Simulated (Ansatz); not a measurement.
Ge (diamond), relaxed and computed with several functionals in Ansatz (plane waves, PAW).

```
functional  a (Å)  gap (eV)  B₀ by P(V) fit (GPa)  K_Hill (GPa)  G_Hill (GPa)  Θ_D (K)
----------  -----  --------  --------------------  ------------  ------------  -------
LDA         5.622      none                  71.7          71.7          50.1      356
PBE+D3(BJ)  5.700      none                  62.4          64.7          46.8      346
r²SCAN      5.673      0.36                  70.7          71.8          55.6      376
r²SCAN+D4       ?         ?                     ?             ?             ?        ?
PBEsol      5.676      none                  67.2          67.3          47.4      348
PBE         5.761      none                  58.6          58.9          44.3      338
```

Task: Complete the blanks.

Result: 
- r²SCAN+D4, a (Å): 5.656
- r²SCAN+D4, gap (eV): 0.46
- r²SCAN+D4, B₀ by P(V) fit (GPa): 72.5
- r²SCAN+D4, K_Hill (GPa): 73.6
- r²SCAN+D4, G_Hill (GPa): 56.2
- r²SCAN+D4, Θ_D (K): 377

All cells were relaxed under the symmetry of their starts (and spin orders); stability against distortions was not tested throughout. Scalar-relativistic: spin–orbit coupling is off unless named, which matters more the heavier the elements.

Potentials: the later of the program's two PAW sets.

Ansatz (a program for electronic structure) is a plane-wave DFT program.
